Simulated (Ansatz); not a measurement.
Space group Cmc2_1 (No. 36). a = 10.291 Å, b = 5.923 Å, c = 5.500 Å, α = 90.00°, β = 90.00°, γ = 90.00°
```json
{"atom": "Al", "site": "4a", "symmetry": "m..", "x": "0.0000", "y": "0.6589", "z": "0.4892"}
{"atom": "In", "site": "8b", "symmetry": "1", "x": "0.6619", "y": "0.6735", "z": "0.4872"}
{"atom": "N", "site": "8b", "symmetry": "1", "x": "0.6511", "y": "0.6819", "z": "0.8854"}
{"atom": "N", "site": "4a", "symmetry": "m..", "x": "0.0000", "y": "0.6317", "z": "0.8375"}
```

Equation of state of this AlIn2N3 structure (not necessarily the ground state), with shape and atoms relaxed at each volume where symmetry leaves them free. These are results of DFT PBE, scalar-relativistic, plane waves, PAW (Ansatz 0.2.0), not measurements.

Cutoff 420 eV; k points 6×6×6 on the computed 12-atom cell (Γ-centred); Gaussian smearing, width 0.02 eV; no spin polarisation.

```
V (Å³/atom) E − E(largest V) (meV/atom) P (GPa) gap on mesh (eV)
     12.292                        60.77    24.28              1.43
     12.711                         7.49    16.67              1.29
     13.130                       -27.43    10.20              1.15
     13.549                       -46.69     4.69              1.02
     13.968                       -52.67     0.00              0.88
     14.387                       -47.32    -3.98              0.76
     14.806                       -32.38    -7.36              0.64
     15.365                         0.00   -11.08              0.48
```

Fit a third-order Birch–Murnaghan equation to E(V).

V0 = 13.97 Å³/atom, B0 = 144 GPa, B0' = 4.4.